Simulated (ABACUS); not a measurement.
Band structure of SiC (P6_3mc, 4 atoms in the cell; from Materials Project mp-7140).

```
CELL_PARAMETERS angstrom
      3.07351     0.00000     0.00000
     -1.53676     2.66174     0.00000
      0.00000     0.00000     5.04525
ATOMIC_POSITIONS crystal
  Si 0.33333 0.66667 0.49960
  Si 0.66667 0.33333 0.99960
  C  0.33333 0.66667 0.87540
  C  0.66667 0.33333 0.37540
```

Level of theory: LDA (PW92), PseudoDojo 0.4 standard norm-conserving LDA (tails mended) pseudopotentials (plane waves; ABACUS 3.10.1).

Settings: KPT = Gamma 10 10 5 0 0 0; basis_type = pw; dft_functional = PWLDA; ecutwfc = 82 Ry; smearing_method = fixed; potentials = PseudoDojo 0.4 standard norm-conserving LDA (tails mended); symmetry = 1; symmetry_prec = 1e-05; nbands = 14; ks_solver = dav; scf_nmax = 100; scf_thr = 1.0e-09 Ry; mixing_type = broyden; mixing_beta = 0.4.

The structure comes from a collection of computed structures, made at another level of theory; the collection holds predicted forms beside known ones.

Task: Predict the gap along the standard path and the places of the band edges.

Result: The gap along the path is 2.17 eV, from Γ to K; the smallest direct gap on it is 3.90 eV.

Points are given in units of this cell's reciprocal vectors. Levels in eV from the top of the valence band on the path, bands 5 to 12:
| point | 5 | 6 | 7 | 8 | 9 | 10 | 11 | 12 |
|---|---|---|---|---|---|---|---|---|
| Γ (0 0 0) | -1.32 | -0.12 | 0.00 | 0.00 | 4.78 | 6.24 | 6.58 | 6.58 |
| M (0.5 0 0) | -5.46 | -3.33 | -3.32 | -1.20 | 2.70 | 4.16 | 6.83 | 7.07 |
| K (0.333 0.333 0) | -6.25 | -4.06 | -4.06 | -3.85 | 2.17 | 8.06 | 8.78 | 8.78 |
| A (0 0 0.5) | -0.71 | -0.71 | -0.71 | -0.71 | 5.86 | 5.86 | 7.28 | 7.28 |
| L (0.5 0 0.5) | -2.45 | -2.45 | -2.34 | -2.34 | 3.24 | 3.24 | 5.17 | 5.17 |
| H (0.333 0.333 0.5) | -5.68 | -5.68 | -1.75 | -1.75 | 5.04 | 5.04 | 5.92 | 5.92 |

“Tails mended”: in these copies of the files the far tail of each local potential was reset to the Coulomb form.
